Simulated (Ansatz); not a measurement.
## Sr: clamped-ion strain scan

The calculation used DFT LDA, scalar-relativistic, plane waves, PAW (Ansatz). The runs took a 420 eV cutoff, a Γ-centred 14×14×14 mesh and Gaussian smearing (0.15 eV). No spin polarisation. Energies are free energies at this smearing, counted from the undisturbed cell; pressure is positive in compression.

The starting cell (as given, not relaxed at this level; it stands at -1.8 GPa; this bcc form isn't the usual structure):

```
Sr
1.0
    -2.42500    2.42500    2.42500
     2.42500   -2.42500    2.42500
     2.42500    2.42500   -2.42500
Sr
1
Direct
  0.00000 0.00000 0.00000
```

The cell is strained by ε times the Voigt pattern (0, 1, 0, 0, 0, 0) (xx, yy, zz, yz, xz, xy; engineering shear) with fractional coordinates fixed. The cell is metallic on the mesh throughout.

**Question.** Over the sampled range (-0.1500 to 0.1500), is the undisturbed cell the lowest point?

**Answer.** No: the energy is lower at ε = -0.1125, -44.5 in ΔE (meV/atom).

**Question.** Which end lies higher in energy, -0.1500 or +0.1500?

**Answer.** +0.1500: 114.1 against -39.1.

The scan:

| ε | ΔE (meV/atom) |
| --- | --- |
| -0.1500 | -39.1 |
| -0.1125 | -44.5 |
| -0.0750 | -37.7 |
| -0.0375 | -21.9 |
| 0.0000 | 0.0 |
| 0.0375 | 25.8 |
| 0.0750 | 53.9 |
| 0.1125 | 83.4 |
| 0.1312 | 98.5 |
| 0.1500 | 114.1 |